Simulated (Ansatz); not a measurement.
# TiN: frozen-core PAW against all-electron methods

```yaml
crystal:
  lattice:
    - [0.00000, 2.12344, 2.12344]
    - [2.12344, 0.00000, 2.12344]
    - [2.12344, 2.12344, 0.00000]
  atoms:
    - { symbol: Ti, position: [0.00000, 0.00000, 0.00000] }
    - { symbol: N, position: [0.50000, 0.50000, 0.50000] }
```

Atoms are numbered in the order listed.

The cell was built from the rocksalt type and relaxed in the same program, and has space group Fm-3m; it needn't be a known or the stable phase.

Spin polarisation is left out, and whether a magnetic state lies lower isn't shown here.

Methods: DFT, PBE, PAW with Ansatz's default frozen-core files, scalar-relativistic (Ansatz 0.2.0); DFT, PBE, all-electron LAPW, scalar-relativistic (Ansatz 0.2.0).

For PAW: a Γ-centred 16×16×16 k mesh, Fermi–Dirac smearing of 0.03 eV, cutoff 420 eV, no spin polarisation. LAPW targets a basis error of 0.5 meV/atom. The Ansatz runs share mesh, smearing and spin set-up. Plane-wave (PAW) pressures include the program's estimate of the Pulay term.

Stress and pressure are positive in compression.

Levels count from the Fermi level.

PAW results:

| quantity | PAW |
| --- | --- |
| pressure (GPa) | 0.00 |
| highest filled level at K (eV) | -0.479 |
| lowest empty level at K (eV) | 1.960 |
| highest filled level at Γ (eV) | -0.622 |
| highest filled level at U (eV) | -0.479 |
| lowest empty level at U (eV) | 1.960 |

Q: What does all-electron LAPW give for the same quantities?

A: 
| quantity | LAPW |
| --- | --- |
| pressure (GPa) | 0.00 |
| highest filled level at K (eV) | -0.479 |
| lowest empty level at K (eV) | 1.960 |
| highest filled level at Γ (eV) | -0.623 |
| highest filled level at U (eV) | -0.479 |
| lowest empty level at U (eV) | 1.960 |
